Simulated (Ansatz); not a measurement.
CdCo2O4 (spinel, space group No. 227), PBE in the plane-wave PAW code Ansatz, all energies at zero smearing, with the estimated change up to a 700 eV cutoff added, with one set of potentials and settings (totals compare only within such a set). Cell of 14 atoms (2 Cd, 4 Co, 8 O): -41547.917 eV.

```tsv
element	reference phase	E (eV/atom)
Cd	P6_3/mmc, 2 atoms in the cell	-8254.4547
Co	P6_3/mmc, 2 atoms in the cell, spin-polarised	-5126.1559
O	C2/m, 4 atoms in the cell, spin-polarised	-565.0000
```

Formation energy per atom, worked out: (-41547.917 − 2×(-8254.4547) − 4×(-5126.1559) − 8×(-565.0000))/14 = -1.027 eV/atom (-99 kJ per mol of atoms), at 0 K, without zero-point energy or fitted corrections.

Space group Fd-3m (spinel). The first step of the workflow began from a Materials Project structure, measured or hypothetical; the Crystallography Open Database copy checked does not list it. Its standing as an ambient phase is unchecked. The PBE relaxation kept the symmetry of its start; its stability against distortions is not shown here. The run is not spin-polarised. No Hubbard U is applied. The references are the lowest solids computed at this level, not always the standard phases (solids in place of the gases).

Potentials: the later of the program's two PAW sets.
